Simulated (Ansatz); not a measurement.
# TiNi, first-principles data

TiNi:
```yaml
crystal:
  lattice:
    - [4.17009, 0.00000, 0.00000]
    - [0.00000, 2.64043, 0.00000]
    - [0.00000, 0.00000, 4.55168]
  atoms:
    - { symbol: Ti, position: [0.25000, 0.50000, 0.71386] }
    - { symbol: Ti, position: [0.75000, 0.50000, 0.28614] }
    - { symbol: Ni, position: [0.25000, 0.00000, 0.18104] }
    - { symbol: Ni, position: [0.75000, 0.00000, 0.81896] }
```

Space group Pmma (No. 51); conventional cell a = 4.1701 Å, b = 2.6404 Å, c = 4.5517 Å, α = β = γ = 90.00°.

Method: DFT-LDA in the program Ansatz with PAW potentials. The cell and atoms are relaxed at this level. Other levels are named where they apply.

**Cell and energy**

```
Quantity                                                       Value
-----------------------------------------------------  -------------
Volume per atom                                             12.53 Å³
Density                                                   7.06 g/cm³
Formation energy from the elements (no fitted shifts)  -0.41 eV/atom
```

**Electronic structure**

```
Quantity                                                                   Result
------------------------------------  -------------------------------------------
Electronic character                                            metallic (no gap)
Density of states at the Fermi level  1.0 states/eV per atom (mean over ±0.08 eV)
```

**Mechanics**

```
Item                                 Result
----------------------------------  -------
Bulk modulus (Birch–Murnaghan fit)  167 GPa
Pressure derivative B′                  5.8
```

**Phonons**

```
Property                                       Result
-----------------------------  ----------------------
Highest zone-centre frequency                278 cm⁻¹
Zone-centre stability          no imaginary mode at Γ
```

The first step of the workflow began from a Materials Project structure, measured or hypothetical; the Crystallography Open Database copy checked does not list it. COD files the formula under space group No. 11, 147. Whether it is the stable phase at ambient conditions was not checked. Symmetry was held in the LDA relaxation. No spin polarisation was allowed. As this level gives no gap, phonon frequencies hold no LO–TO term and depend on the k-mesh and smearing (Fermi–Dirac, 0.1 eV here). Axis ratios of metals converge slowly with the k-mesh, so a and c are less sure than the volume. The references are the lowest solids computed at this level, not always the standard phases.

Potentials: the later of the program's two PAW sets.
